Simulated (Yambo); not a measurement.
G0W0@PBEsol for Na₃BrO (anti-perovskite, space group Pm-3m, No. 221) in Yambo. Reference settings: 2×2×2 Γ-centred k mesh, bands 7 to 276 and a 7 Ry block in the screening, 276 bands in G with the Bruneval-Gonze terminator, plasmon pole fitted at 27.2 eV. The PBEsol gap Γ → Γ on this mesh is 1.94 eV; G0W0 gaps are taken between the same points.

```json
[
 {"change from the reference": "reference settings", "G0W0 gap Γ → Γ (eV)": "3.50", "shift of the valence edge (eV)": "-0.93"},
 {"change from the reference": "110 bands in G, no terminator", "G0W0 gap Γ → Γ (eV)": "3.22", "shift of the valence edge (eV)": "-0.41"},
 {"change from the reference": "1 Ry block", "G0W0 gap Γ → Γ (eV)": "3.93", "shift of the valence edge (eV)": "-1.32"},
 {"change from the reference": "pole fitted at 10 eV", "G0W0 gap Γ → Γ (eV)": "3.41", "shift of the valence edge (eV)": "-0.78"},
 {"change from the reference": "110 bands in G", "G0W0 gap Γ → Γ (eV)": "3.52", "shift of the valence edge (eV)": "-0.92"},
 {"change from the reference": "3 Ry block", "G0W0 gap Γ → Γ (eV)": "…", "shift of the valence edge (eV)": "-0.89"},
 {"change from the reference": "180 bands in G, no terminator", "G0W0 gap Γ → Γ (eV)": "…", "shift of the valence edge (eV)": "-0.60"},
 {"change from the reference": "110 bands in W, 110 bands in G", "G0W0 gap Γ → Γ (eV)": "3.58", "shift of the valence edge (eV)": "-0.77"}
]
```

Q: Estimate the withheld gaps from the other rows; the computed values follow.

A: 
- 3 Ry block, G0W0 gap Γ → Γ (eV): 3.38
- 180 bands in G, no terminator, G0W0 gap Γ → Γ (eV): 3.29

The reference isn't shown to be the converged limit.

Spin-orbit coupling is included.

Geometry of the Materials Project entry, not relaxed at this level; primitive cell a = b = c = 4.5331 Å, α = β = γ = 90.00°.

The structure is a Materials Project entry; no match was found in the copy of COD used, and its stability was not checked.

A shift is the quasiparticle energy of the state minus its PBEsol energy.
